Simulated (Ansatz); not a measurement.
Data:

SiNi2:
```cif
data_Ni8Si4
_chemical_formula_sum 'Si4 Ni8'
_space_group_name_H-M_alt 'Pnma'
_space_group_IT_number 62
_space_group_name_Hall '-P 2ac 2n'
_cell_length_a 5.02839
_cell_length_b 3.72865
_cell_length_c 7.07102
_cell_angle_alpha 90.000
_cell_angle_beta 90.000
_cell_angle_gamma 90.000
loop_
_atom_site_label
_atom_site_type_symbol
_atom_site_symmetry_multiplicity
_atom_site_Wyckoff_symbol
_atom_site_fract_x
_atom_site_fract_y
_atom_site_fract_z
_atom_site_occupancy
Si1 Si 4 c 0.21332 0.25000 0.11470 1
Ni1 Ni 4 c 0.04065 0.25000 0.79634 1
Ni2 Ni 4 c 0.16914 0.25000 0.43973 1
```

This is the PBE-relaxed structure.

Task: All from the program Ansatz at the PBE level (PAW), unless another level is named. Give the electronic character.

Result: metallic (no gap).

Task: Next, the density of states at the Fermi level?

Result: 0.53 states/eV per atom (mean over ±0.08 eV).

Task: Give the formation energy from the elements (no fitted shifts).

Result: -547 meV/atom.

The cell was relaxed with PBE under the symmetry of its start. The workflow began spin-polarised and lost its moments. The references are the lowest solids computed at this level, not always the standard phases.

Potentials: the later of the program's two PAW sets.
